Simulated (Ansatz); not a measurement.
The start is a randomly generated symmetric cell of Nb (space group No. 63). A full variable-cell relaxation at zero pressure is run with PBEsol (plane waves to 420 eV, PAW, scalar-relativistic; Ansatz, a quantum-chemistry and plane-wave program). First-step values are on the input's coarse k-mesh.

Ansatz input (later rounds restart from its end on a renewed k-mesh):
Ansatz 0.2 input:
```yaml
crystal:
  lattice:
    - [2.8991815, -1.1010206, 0]
    - [2.8991815, 1.1010206, 0]
    - [0, 0, 5.8170173]
  atoms:
    - { symbol: Nb, position: [0.74844467, 0.25155533, 0.75] }
    - { symbol: Nb, position: [0.25155533, 0.74844467, 0.25] }
basis: { ecutwfc: 420, ecutrho_ratio: 4, xc_grid: 2, fft_grid_basis: typed }
kpoints: { mp_grid: { grid: [16, 16, 6] } }
hamiltonian:
  xc: pbesol
  dispersion: none
  pseudopotentials: { kind: paw }
scf: { occupations: { method: fermi_dirac, width: 0.05 } }
relax: { f_tol: 0.01, max_steps: 100, cell: { stress_tol: 0.02 } }
output: { forces: true, stress: true }
```

```json
{
  "outcome": "The space group goes from Cmcm (No. 63) to Im-3m (No. 229); the end is bcc (W type), with 1 atom in the primitive cell",
  "Shortest distances (start → end)": "The closest pairs of elements (up to four, under 3.6 Å), start → end: Nb–Nb 2.20 → 2.83 Å",
  "band_gap_at_the_end": "no gap (metallic)",
  "optimiser_moves": "26"
}
```

Final structure:

Space group Im-3m (No. 229); a = b = c = 3.271 Å, α = β = γ = 90.00°

| atom | site | symmetry | x | y | z |
|---|---|---|---|---|---|
| Nb | 2a | m-3m | 0.0000 | 0.0000 | 0.0000 |
(The calculation used a cell of 1 atom; values per cell refer to that cell.)

Final values are on a 20×20×20 k-mesh of the relaxed cell. The start holds a very short contact (Nb–Nb 2.20 Å). No spin polarisation in the result.

The run could not lose the symmetry of its start; a randomly shaken copy of 2 atoms returns to this structure.
